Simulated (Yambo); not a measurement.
A G0W0@PBEsol run in Yambo for RbCl (CsCl type, space group Pm-3m, No. 221) under isotropic strain of -1.5 % on all lattice vectors (4×4×4 Γ-centred k mesh, 134 bands and a 10 Ry block in the screening, 134 bands in G with the Bruneval-Gonze terminator, plasmon pole fitted at 27.2 eV) gives these matrix elements, in eV, at the band edges (M → Γ):

```
state               E0    <Vxc>     <Σx>  <Σc(E0)>      Z
---------------  -----  -------  -------  --------  -----
valence edge     0.000  -14.230  -18.725     1.932  0.811
conduction edge  5.158   -8.540   -4.155    -3.429  0.866
```

Problem. Solve the linearised quasiparticle equation for both states, give the gap, and say how exchange and correlation each act on it.

Solution. E = E0 + Z(Σx + Σc − Vxc). Valence: 0.000 + 0.811 × (-18.725 + (1.932) − (-14.230)) = -2.08 eV. Conduction: 5.158 + 0.866 × (-4.155 + (-3.429) − (-8.540)) = 5.99 eV. The gap is 8.06 eV, against 5.16 eV in PBEsol. Replacing Vxc by bare exchange alone would open it by 8.88 eV; correlation takes back 5.36 eV of that, and Z scales what is left. Convergence of the G0W0 settings was not tested. 

Geometry strained from the cell relaxed with PBEsol, atoms relaxed again; primitive cell a = b = c = 3.828 Å, α = β = γ = 90.00°.

This is not the ordinary phase of the substance.
